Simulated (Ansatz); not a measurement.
Here is the system:

ZnO:
```
CELL_PARAMETERS angstrom
      3.18716     0.00000     0.00000
     -1.59358     2.76016     0.00000
      0.00000     0.00000     5.15318
ATOMIC_POSITIONS crystal
  Zn 0.66667 0.33333 0.50097
  Zn 0.33333 0.66667 0.00097
  O  0.66667 0.33333 0.87934
  O  0.33333 0.66667 0.37934
```

This is the LDA-relaxed structure. Tensor components refer to the Cartesian frame of this cell.

All from DFT-LDA in the program Ansatz with PAW potentials, unless another level is named. Estimate the band gap.

0.79 eV (direct).

Predict the electron effective mass.

0.15 mₑ (isotropic).

Give the hole effective mass, band 1 of 2 at the edge.

2.5 along x, 2.7 along z (mₑ).

What about the valence-band maximum?

at Γ.

Space group P6_3mc (wurtzite). The LDA relaxation kept the symmetry of its start.

Potentials: the earlier of the program's two PAW sets. The files were generated under PBE; for other functionals the program regenerates the frozen cores, and for LDA and PBEsol the local potential too.
